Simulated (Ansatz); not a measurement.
Rutile TiO2 was put through Ansatz (plane waves). The cell was relaxed with r2SCAN and then strained (isotropic +1.0 % on every length), with the atoms relaxed again with r2SCAN; k points keep the names of the unstrained zone.

The cell:
```
CELL_PARAMETERS angstrom
4.64282 0.00000 0.00000
0.00000 4.64282 0.00000
0.00000 0.00000 2.98303
ATOMIC_POSITIONS crystal
Ti 0.00000 0.00000 0.00000
Ti 0.50000 0.50000 0.50000
O 0.30580 0.30580 0.00000
O 0.19420 0.80580 0.50000
O 0.80580 0.19420 0.50000
O 0.69420 0.69420 0.00000
```

Output, abridged:
```
scf.n_extra_bands = 5 over 24 filled bands (N_el = 48.0): the run solves 29 bands
Pseudopotential: Ti, paw, valence charge 12, recommended cutoff 420 eV (normal)
Pseudopotential: O, paw, valence charge 6, recommended cutoff 420 eV (normal)
Functional definition: PBE
Crystal: 6 atoms, lattice volume = 64.302 Å³
Basis set: ecut = 420 eV, 1241 PW (Γ)
Symmetry: 16 space group operations
Space group: P42/mnm (ITA 136)
k-points: 50 of 288
preconditioner: auto → Resta (q_TF=auto, 2.599 Å⁻¹)  ε∞=9.3  [insulator: Δε(μ)=1.836 eV  σ=0.020 eV  ℏωp=26.2 eV]
NSCF: frozen V_eff on 6 k-points
SCF converged after 6 iterations
Free energy (F): -7277.301128 eV
Fermi energy:    9.603168 eV
--- Per-component energies (eV) ---
  E_band       = -410.729181
  E_kinetic    = 1243.067434
  E_local      = -3137.987281
  E_nonlocal   = 196.203532
  E_hartree    = 1192.803776
  E_xc         = -491.870134
  E_vxc        = -622.856077
  E_paw        = -2721.291712
  E_vpaw       = -474.764921
  E_ewald      = -3558.236917
--- Forces (eV/Å), atoms counted from 1 ---
  atom   1  Ti      0.00000      0.00000      0.00000
  atom   2  Ti      0.00000      0.00000      0.00000
  atom   3  O     -0.03705    -0.03705      0.00000
  atom   4  O       0.03705    -0.03705      0.00000
  atom   5  O     -0.03705      0.03705      0.00000
  atom   6  O       0.03705      0.03705      0.00000
--- Stress (GPa, compression-positive) ---
       -0.743194       0.000000       0.000000
        0.000000      -0.743194       0.000000
        0.000000       0.000000      -2.834785
  P = ⅓ Tr σ = -1.4404 GPa (-14.404 kbar)
--- Band table (eV; the first three rows and the last of 50) ---
  k-point 0: bands = […, 6.2048, 6.7662, 8.0003, 8.2650, 8.2650, 8.6824, 10.5399, 10.8455, 11.0619, 11.1305, …]
  k-point 1: bands = […, 6.4997, 6.4997, 7.3947, 7.9655, 7.9655, 8.6160, 10.8876, 10.9593, 10.9749, 11.3244, …]
  k-point 2: bands = […, 6.2923, 6.9495, 6.9495, 7.2599, 7.2599, 8.2686, 10.8622, 11.1873, 11.4493, 11.7447, …]
  k-point 49: bands = […, 6.0278, 6.0278, 7.4865, 7.4865, 8.0159, 8.0159, 11.2067, 11.2067, 11.8025, 11.8025, …]
```

bands.tsv, columns around the gap (it counts bands from 0):
```tsv
# k_distance	band_19	band_20	band_21	band_22	band_23	band_24	band_25	band_26	band_27
# fermi_ev = 9.603168
# [0, 0, 0] at k_distance = 0.000000
# [0, 0.5, 0] at k_distance = 0.676656
# [0.5, 0.5, 0] at k_distance = 1.353312
# [0, 0, 0.5] at k_distance = 2.776289
# [0, 0.5, 0.5] at k_distance = 3.452945
# [0.5, 0.5, 0.5] at k_distance = 4.129601
# levels_relative_to = fermi_ev
0.000	-2.837	-1.603	-1.338	-1.338	-0.921	0.937	1.242	1.459	1.527
0.677	-3.853	-2.493	-2.493	-1.631	-1.631	1.581	1.581	2.002	2.002
1.353	-3.000	-2.187	-2.187	-1.931	-1.931	0.977	0.977	1.546	1.546
2.776	-3.603	-3.137	-3.137	-2.313	-2.313	1.950	1.950	2.155	2.155
3.453	-3.240	-2.897	-2.897	-1.895	-1.895	0.966	0.966	2.180	2.180
4.130	-3.575	-2.117	-2.117	-1.587	-1.587	1.604	1.604	2.199	2.199
```
In order the rows are Γ, X, M, Z, R, A.

Problem. Which of these blocks stood in the input: relax, gw, phonons, dielectric, magnetization (spin_orbit)?

Solution. None of them. A single point prints forces and stress when the output block asks for them.

Problem. Which k mesh was typed?

Solution. 6×6×8, Γ-centred. The answer isn't unique; the calculation gave this one.

Problem. How were the bands filled?

Solution. With smearing of width σ = 0.02 eV (Fermi-Dirac in this run).

Command: `ansatz run input.yaml --threads 2 --pin off --max-ram 20275MiB --backend cpu --events-out ev --progress --plain --runs-dir out`. Wall time 2.4 s on 2 threads of AMD EPYC 7R13 Processor (Zen 3), on a shared host, load about 1.4 per core; peak host memory 0.58 GiB.

Spin-unpolarised throughout; all numbers are computed.
